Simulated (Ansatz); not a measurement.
ZrRh (CsCl type, Pm-3m), plane-wave PAW PBE (Ansatz code), all energies at zero smearing, with the estimated change up to a 700 eV cutoff added, with one set of potentials and settings (totals compare only within such a set). Cell of 2 atoms (1 Rh, 1 Zr): -10588.243 eV.

| element | reference phase | E (eV/atom) |
|---|---|---|
| Rh | Fm-3m, 1 atoms in the cell | -6402.8911 |
| Zr | P6_3/mmc, 2 atoms in the cell | -4183.8362 |

Formation energy per atom, worked out: (-10588.243 − 1×(-6402.8911) − 1×(-4183.8362))/2 = -0.758 eV/atom (-73 kJ per mol of atoms), at 0 K, without zero-point energy or fitted corrections.

The workflow started from an entry of the Crystallography Open Database (COD), which files this formula under 2 space groups. Its standing as an ambient phase is unchecked. The cell was relaxed with PBE under the symmetry of its start; whether a distortion lowers the energy is not shown. The run is not spin-polarised. The references are the lowest solids computed at this level, not always the standard phases.

Potentials: the later of the program's two PAW sets.
